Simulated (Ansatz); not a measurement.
**BaIn2Pt2: do energies and stresses tell the same story?**

All numbers below come from DFT r2SCAN, scalar-relativistic, plane waves, PAW (Ansatz).

Plane waves to 500 eV, a k mesh through Γ of 12×12×12 on the computed 5-atom cell and Gaussian smearing (0.10 eV); no spin polarisation.

Relaxed cell: I4/mmm, a = 4.563 Å, b = 4.563 Å, c = 11.670 Å, α = 90.00°, β = 90.00°, γ = 90.00°, 5 atoms in the primitive cell. Whether it is the stable form of this composition wasn't checked.

Energies at zero smearing and pressures from the stress tensor, at volumes with shape and atoms relaxed:
```csv
V (Å³/atom),E − E(first) (meV/atom),P (GPa)
22.837,0.00,5.97
23.565,-19.57,2.73
24.294,-25.55,0.00
25.023,-20.13,-2.29
25.752,-5.28,-4.17
```

**Question.** Check P = −dE/dV between neighbouring volumes, and get the bulk modulus from the pressures alone.

**Answer.** With 1 eV/Å³ = 160.2 GPa:
```
middle V (Å³/atom)  −ΔE/ΔV (GPa) mean P (GPa)
            23.201         4.302         4.348
            23.930         1.315         1.365
            24.659        -1.192        -1.142
            25.387        -3.264        -3.229
```

The two differ by 0.05 GPa at most. The mean of two end pressures misses the average over a step by about ΔV² P″/12, up to 0.05 GPa here; with that taken off 0.02 GPa remains. Around V = 24.294 Å³/atom, the two neighbours give B = −V ΔP/ΔV = 24.294 × 5.01 / 1.458 = 83.6 GPa, against B0 = 83.0 GPa from the Birch–Murnaghan fit of the energies.

Spin–orbit coupling is left out, which can shift energies with elements as heavy as these.

Cost: 6 runs of about 19 core-minutes in all, on Intel Xeon 6975P-C (Granite Rapids) (shared hosts).